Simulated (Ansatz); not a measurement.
NaF (from a published structure), relaxed with r2SCAN, was run in Ansatz under altered settings. All numbers are computed, without spin polarisation but where a row says otherwise.

```xyz
2
Lattice="0.0000 2.2972 2.2972 2.2972 0.0000 2.2972 2.2972 2.2972 0.0000" Properties=species:S:1:pos:R:3 pbc="T T T"
Na    0.0000    0.0000    0.0000
F     2.2972    2.2972    2.2972
```

The base run's other keys:
```yaml
kpoints:
  mp_grid: { grid: [4, 4, 4] }
hamiltonian:
  xc: hse06
scf:
  occupations: { method: fixed }
  n_extra_bands: 4
```

It takes 12 iterations with 459 plane waves at 420 eV and 8 k points, and leaves a mean stress of +1.51 GPa. The gap over this mesh is 8.635 eV. It ran on 4 threads of Intel(R) Xeon(R) Platinum 8259CL CPU @ 2.50GHz (Skylake/Cascade Lake), on a shared host.

Outcomes, with energy and stress as changes against the base:
```csv
setting,outcome,ΔF (meV/atom),Δ mean stress (GPa),gap on the mesh (eV),iterations,wall time
"PBE hybrid, exx coeff 0.3, omega 0.5 1/Å",converged,–,-0.3,8.150,13,2.3 s
"PBE hybrid, exx coeff 0.2, omega 0.1 1/Å",converged,–,+0.4,8.498,10,2.2 s
"PBE hybrid, exx coeff 0.75, omega 0.3 1/Å",converged,–,-3.8,12.325,17,2.5 s
hamiltonian.xc: wpbeh,converged,–,-0.1,8.609,12,2.3 s
scf.occupations: fermi_dirac 0.5,converged,0.0,0.0,8.635,11,2.5 s
```
A dash marks a value that wasn't obtained or can't be compared. Stress is positive in compression. The base took 2.3 s.

- PBE hybrid, exx coeff 0.3, omega 0.5 1/Å. That is 30 % exact exchange, screened with ω = 0.5 1/Å, against HSE06's 25 % screened at 0.208 1/Å. The mean stress moves by -0.3 GPa and the gap on the mesh by -0.485 eV (to 8.150). Totals of different functionals aren't comparable.
- PBE hybrid, exx coeff 0.2, omega 0.1 1/Å. That is 20 % exact exchange, screened with ω = 0.1 1/Å, against HSE06's 25 % screened at 0.208 1/Å. The mean stress moves by +0.4 GPa and the gap on the mesh by -0.138 eV (to 8.498). Totals of different functionals aren't comparable. The program warns that on this mesh the truncation of the exchange isn't bounded, so part of the change can be an error of the mesh.
- PBE hybrid, exx coeff 0.75, omega 0.3 1/Å. That is 75 % exact exchange, screened with ω = 0.3 1/Å, against HSE06's 25 % screened at 0.208 1/Å. The mean stress moves by -3.8 GPa and the gap on the mesh by +3.689 eV (to 12.325). Totals of different functionals aren't comparable.
- hamiltonian.xc: wpbeh. The mean stress moves by -0.1 GPa and the gap on the mesh by -0.027 eV (to 8.609). It's another functional on the same cell, so totals aren't comparable.

Within 1 meV an atom, 0.1 GPa and 0.005 eV of the base stay: scf.occupations: fermi_dirac 0.5.

The stress of a hybrid is loosely converged in these runs.

The meshes of the hybrids are coarse, so their gaps aren't converged to the digits shown.
